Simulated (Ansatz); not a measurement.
CuI (zinc blende), relaxed with PBE (Ansatz, a quantum-chemistry and plane-wave program, plane waves, PAW): a = b = c = 6.079 Å, α = β = γ = 90.00°.

- gap (eV) = 1.10
- ΔH_f (eV/atom) = -0.14
- B₀ by P(V) fit (GPa) = 39.0
- electron conductivity mass (mₑ) = 0.15

Q: The same phase is relaxed and computed with r²SCAN in the same code. What are the cell and these values now?

A: a = 6.0229 Å, b = 6.0229 Å, c = 6.0229 Å, α = 90.00°, β = 90.00°, γ = 90.00°.

- gap (eV): 1.67
- ΔH_f (eV/atom): -0.19
- B₀ by P(V) fit (GPa): 43.8
- electron conductivity mass (mₑ): 0.18

All cells were relaxed under the symmetry of their starts (and spin orders); stability against distortions was not tested throughout. Rows with no word on spin ran without spin polarisation. Scalar-relativistic: spin–orbit coupling is off unless named, which matters more the heavier the elements.

Potentials: the later of the program's two PAW sets.

Ansatz is a plane-wave DFT program.

Formation energies count from the lowest solids of the elements computed at the same level, not from gases.
